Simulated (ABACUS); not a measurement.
A self-consistent single point of GeRh (Pm, 8 atoms in the cell; from Materials Project mp-22239, changed as shown) with ABACUS.

Computed with PBEsol, PseudoDojo 0.4 standard norm-conserving PBEsol (tails mended) pseudopotentials (plane waves; ABACUS).

The change in words: atom 4 moved by +0.15 angstrom along z. Reference geometry (Pnma):
```xyz
8
Lattice="5.7833 0.0000 0.0000 0.0000 3.3581 0.0000 0.0000 0.0000 6.5834" Properties=species:S:1:pos:R:3 pbc="T T T"
Ge     4.6744     2.5186     2.8732
Ge     1.1089     0.8395     3.7102
Ge     4.0006     0.8395     6.1649
Ge     1.7828     2.5186     0.4185
Rh     5.7569     2.5186     5.2445
Rh     0.0264     0.8395     1.3389
Rh     2.9180     0.8395     1.9528
Rh     2.8653     2.5186     4.6306
```

Reference input (self-consistent single point, DFT, PBEsol, plane waves, PseudoDojo 0.4 standard norm-conserving PBEsol (tails mended) pseudopotentials): KPT = Gamma 3 4 2 0 0 0; basis_type = pw; dft_functional = PBESOL; ecutwfc = 88 Ry; smearing_method = fd; smearing_sigma = 0.00734986 Ry; potentials = PseudoDojo 0.4 standard norm-conserving PBEsol (tails mended); symmetry = 1; ks_solver = dav; scf_nmax = 100; scf_thr = 1.0e-09 Ry; mixing_type = pulay. This run's input differs from it in these lines:

```diff
@@ -39,3 +39,3 @@
    7.5599483706    1.5864916945   11.6499970143
-   3.3689387410    4.7594750834    0.7908656389
+   3.3689387410    4.7594750834    1.0743306944
```

The program printed (abridged):

```
 SELF-CONSISTENT
 -------------------------------------------
                                 init_chg = atomic

 PW ALGORITHM --------------- ION=   1  ELEC=   1--------------------------------

 Notice: Threshold on eigenvalues was too large.

 Density error is 0.518104471922
                          Error Threshold = 0.000420678909202
 E_KohnSham     -1651.3913724461     -22468.3322933073
 E_Fermi        1.2435577690         16.9194714499

 PW ALGORITHM --------------- ION=   1  ELEC=   2--------------------------------

 Density error is 2.22789705147
                          Error Threshold = 0.000417826187034
   [... lines left out ...]

 Density error is 3.24772200079e-09
                          Error Threshold = 2.0635800412e-12
 E_KohnSham     -1651.6517430067     -22471.8748165233
 E_Fermi        1.2006787415         16.3360723513

 PW ALGORITHM --------------- ION=   1  ELEC=  15--------------------------------

 Density error is 2.62869962539e-10
                          Error Threshold = 2.0635800412e-12
 E_KohnSham     -1651.6517430068     -22471.8748165239
 E_KS(sigma->0) -1651.6456941709     -22471.7925178893
 E_entropy(-TS) -0.0120976718        -0.1645972692
 E_Fermi        1.2006802665         16.3360931003
 charge density convergence is achieved
 final etot is -22471.874817 eV
 EFERMI = 16.3360931 eV

 STATE ENERGY(eV) AND OCCUPATIONS    NSPIN == 1
   [... 72 lines left out ...]

 TOTAL-FORCE (eV/Angstrom)
                       Ge1        -0.1236525185         0.0000000000         0.0109299171
                       Ge2         0.2030453822         0.0000000000         0.3856502010
                       Ge3         0.1524370830         0.0000000000        -0.3237644575
                       Ge4        -0.4467757512         0.0000000000        -0.8387798068
                       Rh1         0.1909656861         0.0000000000         0.1659104741
                       Rh2        -0.1498923530         0.0000000000         0.0909617579
                       Rh3         0.1712558837         0.0000000000         0.4004088496
   [... lines left out ...]

 TOTAL-STRESS (KBAR)
      -124.0785446950         0.0000000000         3.3899766901
         0.0000000000       -66.3011006593         0.0000000000
         3.3899766901         0.0000000000      -134.8996448311
 TOTAL-PRESSURE: -108.426430 KBAR

 --------------------------------------------
 !FINAL_ETOT_IS -22471.8748165238648653 eV
 --------------------------------------------
```

The run converged in 15 iterations. Against the reference run the free energy goes up by 6.2 meV/atom, the pressure goes from -11.35 to -10.84 GPa and the largest force goes from 0.278 to 0.950 eV/Å.

The structure comes from a collection of computed structures, made at another level of theory; the collection holds predicted forms beside known ones. Its lattice was then scaled. No clean gap shows at this smearing width and mesh (spacing up to 0.48 Å⁻¹); the mesh is coarse for partly filled bands, so the values carry mesh errors.

Cost on one core: roughly 9 core-minutes.

“Tails mended”: in these copies of the files the far tail of each local potential was reset to the Coulomb form.
